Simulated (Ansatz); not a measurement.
A geometry of Rh away from equilibrium: step 2 of the relaxation of a relaxed Rh cell displaced along its unstable phonon at q = (½, ½, 0) of its primitive reciprocal cell (63i cm⁻¹), largest move 0.15 Å. Calculation: r2SCAN (plane waves to 500 eV, PAW, scalar-relativistic; Ansatz, a quantum-chemistry and plane-wave program). Γ-centred k-mesh 13×13×13 on the run's cell (coarser than for final values), Fermi–Dirac smearing 0.05 eV.

```xyz
2
Lattice="4.9830 0.0000 0.0000 2.4915 2.4915 0.0000 0.0000 0.0000 2.5258" Properties=species:S:1:pos:R:3:forces:R:3 pbc="T T T" free_energy=-12829.077 pressure_GPa=1.0
Rh     0.0000     0.0000     0.1745    0.0000    0.0000    0.2312
Rh     2.4915     0.0000    -0.1745    0.0000    0.0000   -0.2312
```

Positions in Å, forces in eV/Å, free energy of the cell in eV (comparable only within this code, potentials and settings). Largest force: 0.23 eV/Å, on Rh1, Rh2 (atoms numbered as listed); the geometry lies 0.57 eV/atom above the end of its relaxation.

No spin polarisation in the result.

The run could not lose the symmetry of its start, so the end can be a saddle point.

The end of the path is a generated cell of Rh: the first start was made by placing the elements on the sites of a structure type, and the end was not matched to a known phase here, so it may be hypothetical. Known forms of Rh include space group No. 225.
